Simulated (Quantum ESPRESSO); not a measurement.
BaO$_{2}$ is taken in the tetragonal space group I4/mmm (No. 139), Pearson symbol tI6. Cell: a = b = 3.771 Å, c = 6.750 Å, α = β = γ = 90.00°. O on 4e is coordinated by 1 O at 1.469 Å and 5 Ba at 2.641–2.766 Å. Ba on 2a is coordinated by 10 O at 2.641–2.766 Å. (Neighbours: up to the widest gap in distance over summed covalent radii, below 1.35, at either atom; cation-cation contacts left out.)
(The calculation used a cell of 3 atoms; values per cell refer to that cell.)

Cell and atoms were relaxed with PBEsol from Materials Project entry mp-1105, within its symmetry.

What does PBEsol (Quantum ESPRESSO, PseudoDojo norm-conserving, 84 Ry, with spin-orbit coupling) give for the electronic structure near the Fermi level?

The PBEsol gap is direct, 2.06 eV at Z.
